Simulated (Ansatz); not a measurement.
According to r²SCAN (plane waves, PAW; program Ansatz), HfC in the zinc blende structure (F-43m) relaxes to a = 5.027 Å. Hf has 4 nearest neighbours from 2.18 Å (tetrahedral); C has 4 nearest neighbours from 2.18 Å (tetrahedral). Its formation energy from the elements is -0.45 eV/atom, with no fitted shifts.

It is gapped at this level: 0.57 eV (direct). The valence maximum lies at W and the conduction minimum at W (6 equivalent valleys). The screened hybrid HSE06 puts the gap at 0.97 eV. Gap from r²SCAN with spin–orbit coupling: 0.43 eV. Electrons at the band edge weigh 0.34, 0.34, 3.2 mₑ (principal values). The hole mass is 0.52, 0.52, 9.5 mₑ (principal values).

The bulk modulus is 164 GPa. The relaxed-ion elastic constants in GPa are C11 = 191, C12 = 150, C44 = 68.5. The elastic constants imply a Debye temperature near 275 K. Bader charges are Hf +2.06, C -2.06 e.

The start of the workflow was typed in or built on a structure type; neither database checked (COD, Materials Project) lists it. It is not the phase usual at ambient conditions (space group No. 225). The cell was relaxed with r²SCAN under the symmetry of its start; its stability against distortions is not shown here. The run is not spin-polarised. The references are the lowest solids computed at this level, not always the standard phases. Scalar-relativistic: spin–orbit coupling is off unless named, which matters more the heavier the elements.

Potentials: the earlier of the program's two PAW sets.
